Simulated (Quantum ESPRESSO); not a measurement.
AlIn2GaP4, input and log of a self-consistent run

A calculation, not a measurement. The program is pw.x of Quantum ESPRESSO 7.5 (plane-wave density functional theory). The cell is made up: 8 atoms on a zincblende/diamond lattice, with randomly drawn elements, strain and displacements, not relaxed. PseudoDojo standard norm-conserving files (v0.5 for PBE, v0.4.1 for LDA and PBEsol) set the functional; there is no spin polarisation, spin-orbit coupling or dispersion term, and the masses in the input are unused placeholders.

Input:

```
&control calculation='scf', pseudo_dir='./dojo.nc.sr.pbe.v0_5.standard.upf', outdir='./o', disk_io='medium', tprnfor=.true., tstress=.true. /
&system ibrav=0, nat=8, ntyp=4, nbnd=37, ecutwfc=79.96652505, nosym=.true., tot_charge=0,
 occupations='smearing', smearing='fd', degauss=0.0018374661
/
&electrons conv_thr=7.350e-09, electron_maxstep=60, /
ATOMIC_SPECIES
Al 1.0 Al.upf
Ga 1.0 Ga.upf
In 1.0 In.upf
P 1.0 P.upf
CELL_PARAMETERS angstrom
5.8847 0.0164 0.0469
0.0164 5.8972 0.0208
0.0469 0.0208 5.903
ATOMIC_POSITIONS angstrom
Al -0.0561 -0.0311 0.0191
In 0.0049 2.9606 2.9768
In 3.0071 0.0224 2.9769
Ga 2.9173 2.9455 -0.011
P 1.4583 1.4698 1.4645
P 1.488 4.4432 4.479
P 4.4869 1.5077 4.4573
P 4.4063 4.3845 1.5289
K_POINTS automatic
4 4 4 1 1 1
```

The log is shortened where brackets say so; the opening notice, blank lines, dates and the lines on written files are dropped, and the path of the files is cut. It prints rydbergs, bohrs and kilobars, and counts compression as positive stress.

```
     Program PWSCF v.7.5
     Parallel version (MPI & OpenMP), running on       1 processor cores
     Number of MPI processes:                 1
     Threads/MPI process:                     1
     [start-up lines left out]
     bravais-lattice index     =            0
     lattice parameter (alat)  =      11.1209  a.u.
     unit-cell volume          =    1382.3034 (a.u.)^3
     number of atoms/cell      =            8
     number of atomic types    =            4
     number of electrons       =        62.00
     number of Kohn-Sham states=           37
     kinetic-energy cutoff     =      79.9665  Ry
     charge density cutoff     =     319.8661  Ry
     scf convergence threshold =      7.3E-09
     mixing beta               =       0.7000
     number of iterations used =            8  plain     mixing
     Exchange-correlation= PBE
                           (   1   4   3   4   0   0   0)
     [axes and pseudopotential details left out]
   Cartesian axes
     site n.     atom                  positions (alat units)
         1        Al     tau(   1) = (  -0.0095329  -0.0052847   0.0032456  )
         2        In     tau(   2) = (   0.0008326   0.5030833   0.5058361  )
         3        In     tau(   3) = (   0.5109849   0.0038063   0.5058531  )
         4        Ga     tau(   4) = (   0.4957255   0.5005174  -0.0018692  )
         5        P      tau(   5) = (   0.2478033   0.2497574   0.2488568  )
         6        P      tau(   6) = (   0.2528501   0.7550158   0.7610992  )
         7        P      tau(   7) = (   0.7624416   0.2561976   0.7574118  )
         8        P      tau(   8) = (   0.7487456   0.7450412   0.2598001  )
     number of k points=    32  Fermi-Dirac smearing, width (Ry)=  0.0018
                       cart. coord. in units 2pi/alat
        k(    1) = (   0.1236771   0.1239610   0.1231975), wk =   0.0625000
        k(    2) = (   0.1216931   0.1230874   0.3724502), wk =   0.0625000
     [further k points left out]
     Dense  grid:   133561 G-vectors     FFT dimensions: (  64,  64,  64)
     Estimated max dynamical RAM per process >     175.63 MB
     Initial potential from superposition of free atoms
     starting charge      61.9865, renormalised to      62.0000
     Starting wfcs are   47 randomized atomic wfcs
     total cpu time spent up to now is       25.4 secs
     per-process dynamical memory:   110.8 Mb
     Self-consistent Calculation
     iteration #  1     ecut=    79.97 Ry     beta= 0.70
     Davidson diagonalization with overlap
     ethr =  1.00E-02,  avg # of iterations =  4.0
     Threshold (ethr) on eigenvalues was too large:
     Diagonalizing with lowered threshold
     Davidson diagonalization with overlap
     ethr =  5.74E-04,  avg # of iterations =  2.0
     total cpu time spent up to now is      107.4 secs
     total energy              =    -478.84196296 Ry
     estimated scf accuracy    <       0.36332658 Ry
     iteration #  2     ecut=    79.97 Ry     beta= 0.70
     Davidson diagonalization with overlap
     ethr =  5.86E-04,  avg # of iterations =  2.5
     total cpu time spent up to now is      149.3 secs
     total energy              =    -478.93933005 Ry
     estimated scf accuracy    <       0.10770413 Ry
     iteration #  3     ecut=    79.97 Ry     beta= 0.70
     Davidson diagonalization with overlap
     ethr =  1.74E-04,  avg # of iterations =  2.0
     total cpu time spent up to now is      189.0 secs
     total energy              =    -478.95756856 Ry
     estimated scf accuracy    <       0.00364443 Ry
     iteration #  4     ecut=    79.97 Ry     beta= 0.70
     Davidson diagonalization with overlap
     ethr =  5.88E-06,  avg # of iterations =  9.4
     total cpu time spent up to now is      251.0 secs
     total energy              =    -478.95846827 Ry
     estimated scf accuracy    <       0.00299737 Ry
     iteration #  5     ecut=    79.97 Ry     beta= 0.70
     Davidson diagonalization with overlap
     ethr =  4.83E-06,  avg # of iterations =  2.0
     total cpu time spent up to now is      292.0 secs
     total energy              =    -478.95884286 Ry
     estimated scf accuracy    <       0.00032309 Ry
     iteration #  6     ecut=    79.97 Ry     beta= 0.70
     Davidson diagonalization with overlap
     ethr =  5.21E-07,  avg # of iterations =  2.9
     total cpu time spent up to now is      329.8 secs
     total energy              =    -478.95889645 Ry
     estimated scf accuracy    <       0.00002456 Ry
     iteration #  7     ecut=    79.97 Ry     beta= 0.70
     Davidson diagonalization with overlap
     ethr =  3.96E-08,  avg # of iterations =  4.0
     total cpu time spent up to now is      380.7 secs
     total energy              =    -478.95890633 Ry
     estimated scf accuracy    <       0.00000381 Ry
     iteration #  8     ecut=    79.97 Ry     beta= 0.70
     Davidson diagonalization with overlap
     ethr =  6.15E-09,  avg # of iterations =  2.1
     total cpu time spent up to now is      426.2 secs
     total energy              =    -478.95890740 Ry
     estimated scf accuracy    <       0.00000013 Ry
     iteration #  9     ecut=    79.97 Ry     beta= 0.70
     Davidson diagonalization with overlap
     ethr =  2.14E-10,  avg # of iterations =  5.0
     total cpu time spent up to now is      485.8 secs
     total energy              =    -478.95890741 Ry
     estimated scf accuracy    <       0.00000023 Ry
     iteration # 10     ecut=    79.97 Ry     beta= 0.70
     Davidson diagonalization with overlap
     ethr =  2.14E-10,  avg # of iterations =  2.0
     total cpu time spent up to now is      522.3 secs
     total energy              =    -478.95890743 Ry
     estimated scf accuracy    <       0.00000002 Ry
     iteration # 11     ecut=    79.97 Ry     beta= 0.70
     Davidson diagonalization with overlap
     ethr =  3.59E-11,  avg # of iterations =  4.0
     total cpu time spent up to now is      564.3 secs
     End of self-consistent calculation
     [lines on levels left out]
!    total energy              =    -478.95890744 Ry
     estimated scf accuracy    <          5.4E-09 Ry
     smearing contrib. (-TS)   =      -0.00000000 Ry
     internal energy E=F+TS    =    -478.95890744 Ry
     The total energy is F=E-TS. E is the sum of the following terms:
     one-electron contribution =    -217.12080275 Ry
     hartree contribution      =     146.71082057 Ry
     xc contribution           =    -140.32245341 Ry
     ewald contribution        =    -268.22647186 Ry
     convergence has been achieved in  11 iterations
     Forces acting on atoms (cartesian axes, Ry/au):
     atom    1 type  1   force =     0.00943869    0.00248624    0.00141632
     atom    2 type  3   force =     0.02183601    0.00541817   -0.00903463
     atom    3 type  3   force =    -0.01624380    0.00424838    0.00005344
     atom    4 type  2   force =    -0.00242660   -0.00363890    0.00666190
     atom    5 type  4   force =     0.00111331   -0.00722265   -0.03608119
     atom    6 type  4   force =     0.00076759    0.00601501    0.03362885
     atom    7 type  4   force =    -0.01565412   -0.01646843    0.05547918
     atom    8 type  4   force =     0.00116891    0.00916217   -0.05212386
     Total force =     0.099749     Total SCF correction =     0.000159
     Computing stress (Cartesian axis) and pressure
          total   stress  (Ry/bohr**3)                   (kbar)     P=      -41.43
  -0.00027883  -0.00000931  -0.00005176          -41.02       -1.37       -7.61
  -0.00000931  -0.00028111  -0.00002358           -1.37      -41.35       -3.47
  -0.00005176  -0.00002358  -0.00028497           -7.61       -3.47      -41.92
     init_run     :     23.18s CPU     24.86s WALL (       1 calls)
     electrons    :    521.27s CPU    538.93s WALL (       1 calls)
     forces       :      5.88s CPU      5.95s WALL (       1 calls)
     stress       :     22.72s CPU     23.71s WALL (       1 calls)
     [timing details left out]
     PWSCF        :   9m33.42s CPU   9m54.26s WALL
     JOB DONE.
```

In other units: free energy -6516.568 eV for the cell, pressure -4.14 GPa, largest force component 1.426 eV/Å. A rerun of this cell at 1377 eV and a 6 x 6 x 6 mesh moved values by no more than 0.008 eV in energy, 0.02 GPa in stress and 0.002 eV/Å in force.